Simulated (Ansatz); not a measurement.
MoSi2 (MoSi2 type, space group I4/mmm)

```
CELL_PARAMETERS angstrom
     -3.21701     3.21701     7.87321
      0.00000     0.00000     7.87321
      1.60850     1.60850    -3.93661
ATOMIC_POSITIONS crystal
  Mo 0.00000 0.00000 0.00000
  Mo 0.50000 0.00000 0.00000
  Si 0.00000 0.33511 0.00000
  Si 0.50000 0.33511 0.00000
  Si 0.00000 0.66489 0.00000
  Si 0.50000 0.66489 0.00000
```

A phonon eigenvector at X = (0.5, 0.5, 0.0) is frozen into this cell: atom i moves by Q times the vector below, so Q is the largest atomic displacement, in Å. The cell is held. (q is in reciprocal vectors of the primitive cell; the cell shown is doubled to hold the pattern.)

| atom | x | y | z |
|---|---|---|---|
| Mo1 | 0.105 | -0.105 | 0.000 |
| Mo2 | -0.105 | 0.105 | 0.000 |
| Si3 | 0.707 | -0.707 | 0.000 |
| Si4 | -0.707 | 0.707 | 0.000 |
| Si5 | 0.707 | -0.707 | 0.000 |
| Si6 | -0.707 | 0.707 | 0.000 |

These are PBE (plane waves to 420 eV, PAW, scalar-relativistic; Ansatz, a quantum-chemistry and plane-wave program) values and carry that method's errors. k mesh 20×20×20 (Γ-centred), Fermi-Dirac smearing 0.05 eV. With partly filled bands, energies and forces of such displacements shift with the k mesh and the smearing. MoSi2 is run without spin polarisation. MoSi2 was relaxed with its symmetry unable to fall. The PAW data are Ansatz's earlier set.

At one point of the scan the forces (eV/Å) are:

| atom | Fx | Fy | Fz |
|---|---|---|---|
| Mo1 | -0.788 | 0.788 | 0.000 |
| Mo2 | 0.788 | -0.788 | 0.000 |
| Si3 | -1.525 | 1.525 | 0.222 |
| Si4 | 1.525 | -1.525 | 0.222 |
| Si5 | -1.525 | 1.525 | -0.222 |
| Si6 | 1.525 | -1.525 | -0.222 |

**Question.** Which point is it?
(A) Q = 0.093 Å
(B) Q = 0.233 Å
(C) Q = 0.047 Å
(D) Q = 0.140 Å

**Answer.** D, Q = 0.140 Å

(A displaced cell: forces are minus the slopes of the energy, force constants its curvatures, and phonons follow from these.)
